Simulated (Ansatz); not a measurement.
ZrTa:
```xyz
4
Lattice="4.6480 0.0000 0.0000 0.0000 3.4996 0.0000 0.0000 0.0000 4.8936" Properties=species:S:1:pos:R:3 pbc="T T T"
Ta     1.1620     0.0000     3.9449
Ta     3.4860     0.0000     0.9487
Zr     1.1620     1.7498     1.3525
Zr     3.4860     1.7498     3.5411
```

Relaxed with PBEsol. Special points in fractions of this cell's reciprocal vectors: Γ (0.000, 0.000, 0.000); X (0.500, 0.000, 0.000); S (0.500, 0.500, 0.000); Y (0.000, 0.500, 0.000); Z (0.000, 0.000, 0.500); U (0.500, 0.000, 0.500); R (0.500, 0.500, 0.500); T (0.000, 0.500, 0.500).

Q: List the band energies nearest the Fermi level at these points for plane-wave PAW PBEsol with spin–orbit coupling (Ansatz code).

A: In eV from the Fermi level; about four levels below and three above (degenerate sets whole), none deeper than 8.9 eV; points with the same levels are listed once.

```
k                    below                above
-  -----------------------  -------------------
Γ  -1.64 -1.64 -1.40 -1.40  0.58 0.58 0.65 0.65
X  -0.71 -0.71 -0.71 -0.71  0.39 0.39 0.39 0.39
S  -0.23 -0.23 -0.23 -0.23  2.88 2.88 2.88 2.88
Y  -1.12 -1.12 -0.43 -0.43  0.48 0.48 0.91 0.91
Z  -0.66 -0.66 -0.31 -0.31  0.40 0.40 0.40 0.40
U  -0.69 -0.69 -0.69 -0.69  0.33 0.33 0.33 0.33
R  -0.97 -0.97 -0.97 -0.97  1.22 1.22 1.22 1.22
T  -0.77 -0.77 -0.66 -0.66  0.23 0.23 0.57 0.57
```

Space group Pmma. The start of the workflow was typed in or built on a structure type; neither database checked (COD, Materials Project) lists it. Its standing as an ambient phase is unchecked. The PBEsol relaxation kept the symmetry of its start; its stability against distortions is not shown here. No spin polarisation was allowed. Its formation energy is positive at this level, so the cell may be metastable or incomplete.

Potentials: the earlier of the program's two PAW sets. The files were generated under PBE; for other functionals the program regenerates the frozen cores, and for LDA and PBEsol the local potential too.
